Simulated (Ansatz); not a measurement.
HfGeS₄ in space group I4_1/amd (No. 141; Hf on 4a, Ge on 4b, S on 16h), PBE in the plane-wave PAW code Ansatz, all energies at zero smearing, with the estimated change up to a 700 eV cutoff added, with one set of potentials and settings (totals compare only within such a set). Cell of 12 atoms (2 Hf, 2 Ge, 8 S): -47260.755 eV.

```tsv
element	reference phase	E (eV/atom)
Hf	P6_3/mmc, 2 atoms in the cell	-15722.2087
Ge	Fd-3m, 2 atoms in the cell	-4294.9907
S	Fddd, 32 atoms in the cell	-902.0602
```

Formation energy per atom, worked out: (-47260.755 − 2×(-15722.2087) − 2×(-4294.9907) − 8×(-902.0602))/12 = -0.823 eV/atom (-79 kJ per mol of atoms), at 0 K, without zero-point energy or fitted corrections.

The start of the workflow was typed in or built on a structure type; neither database checked (COD, Materials Project) lists it. Its standing as an ambient phase is unchecked. The PBE relaxation kept the symmetry of its start; its stability against distortions is not shown here. The run is not spin-polarised. The references are the lowest solids computed at this level, not always the standard phases. Scalar-relativistic: spin–orbit coupling is off unless named, which matters more the heavier the elements.

Potentials: the earlier of the program's two PAW sets.
